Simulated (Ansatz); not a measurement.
**MoRu: from a starting cell to a relaxed one**

The relaxed structure here is a generated cell of MoRu: the first start was made by placing the elements on the sites of a structure type, and the end was not matched to a known phase here, so it may be hypothetical.

The start is a generated cell, MoRu built in the AFLOW prototype AB_oP8_57_d_d (as in TlF). The structure is fully relaxed (lattice and positions, P = 0) with PBE (plane waves to 420 eV, PAW, scalar-relativistic; Ansatz, an electronic-structure program). First-step values are on the input's coarse k-mesh.

Ansatz input (later rounds restart from its end on a renewed k-mesh):
Ansatz 0.2 input:
```yaml
crystal:
  lattice:
    - [5.3256986, 0, 0]
    - [0, 4.7953969, 0]
    - [0, 0, 4.5283938]
  atoms:
    - { symbol: Mo, position: [0.255, 0.5096, 0.25] }
    - { symbol: Mo, position: [0.255, 0.9904, 0.75] }
    - { symbol: Mo, position: [0.745, 0.0096, 0.25] }
    - { symbol: Mo, position: [0.745, 0.4904, 0.75] }
    - { symbol: Ru, position: [0.8593, 0.5628, 0.25] }
    - { symbol: Ru, position: [0.8593, 0.9372, 0.75] }
    - { symbol: Ru, position: [0.1407, 0.0628, 0.25] }
    - { symbol: Ru, position: [0.1407, 0.4372, 0.75] }
basis: { ecutwfc: 420, ecutrho_ratio: 4, xc_grid: 2, fft_grid_basis: typed }
kpoints: { mp_grid: { grid: [6, 7, 7] } }
hamiltonian:
  xc: pbe
  dispersion: none
  pseudopotentials: { kind: paw }
scf: { occupations: { method: fermi_dirac, width: 0.05 } }
relax: { f_tol: 0.01, max_steps: 100, cell: { stress_tol: 0.02 } }
output: { forces: true, stress: true }
```

| Item | Result |
|---|---|
| Energy released | about 1.7 eV/atom |
| Volume change | +2.7 %, from 14.46 to 14.85 Å³/atom |
| Shortest distances (start → end) | The closest pairs of elements (up to four, under 3.6 Å), start → end: Mo–Ru 2.12 → 2.68 Å; Ru–Ru 2.78 → 2.72 Å; Mo–Mo 3.23 → 2.76 Å |
| Optimiser moves | 19 |

Final structure:

Space group Pbcm (No. 57); a = 5.583 Å, b = 4.788 Å, c = 4.444 Å, α = β = γ = 90.00°

| atom | site | symmetry | x | y | z |
|---|---|---|---|---|---|
| Mo | 4d | ..m | 0.6335 | 0.0695 | 0.2500 |
| Ru | 4d | ..m | 0.1250 | 0.0856 | 0.2500 |

Final values are on a 9×10×11 k-mesh of the relaxed cell. The start holds a very short contact (Mo–Ru 2.12 Å). No spin polarisation in the result.

The run could not lose the symmetry of its start, so the end can be a saddle point.
